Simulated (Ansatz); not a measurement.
# Li$_{3}$Ga$_{2}$: do energies and stresses tell the same story?

All numbers below come from DFT PBEsol, scalar-relativistic, plane waves, PAW in Ansatz 0.2.0.

Cutoff 420 eV; k points 12×12×12 on the computed 5-atom cell (Γ-centred); Gaussian smearing, width 0.10 eV; no spin polarisation.

Relaxed cell: R-3m, a = 4.309 Å, b = 4.309 Å, c = 13.667 Å, α = 90.00°, β = 90.00°, γ = 120.00°, 5 atoms in the primitive cell. Whether it is the stable form of this composition wasn't checked.

Energies at zero smearing and pressures from the stress tensor, at volumes with shape and atoms relaxed:
```tsv
V (Å³/atom)	E − E(first) (meV/atom)	P (GPa)
12.894	0.00	6.84
13.334	-15.78	4.71
13.774	-26.15	2.89
14.213	-31.88	1.34
14.653	-33.64	0.00
15.092	-31.99	-1.15
15.532	-27.46	-2.13
16.118	-17.62	-3.20
```

Question: Check P = −dE/dV between neighbouring volumes, and get the bulk modulus from the pressures alone.

Answer: With 1 eV/Å³ = 160.2 GPa:
| middle V (Å³/atom) | −ΔE/ΔV (GPa) | mean P (GPa) |
| --- | --- | --- |
| 13.114 | 5.752 | 5.775 |
| 13.554 | 3.780 | 3.803 |
| 13.993 | 2.087 | 2.115 |
| 14.433 | 0.641 | 0.667 |
| 14.872 | -0.599 | -0.577 |
| 15.312 | -1.654 | -1.637 |
| 15.825 | -2.688 | -2.663 |

The two differ by 0.03 GPa at most. The mean of two end pressures misses the average over a step by about ΔV² P″/12, up to 0.03 GPa here; with that taken off 0.01 GPa remains. Around V = 14.653 Å³/atom, the two neighbours give B = −V ΔP/ΔV = 14.653 × 2.49 / 0.879 = 41.4 GPa, against B0 = 41.1 GPa from the Birch–Murnaghan fit of the energies.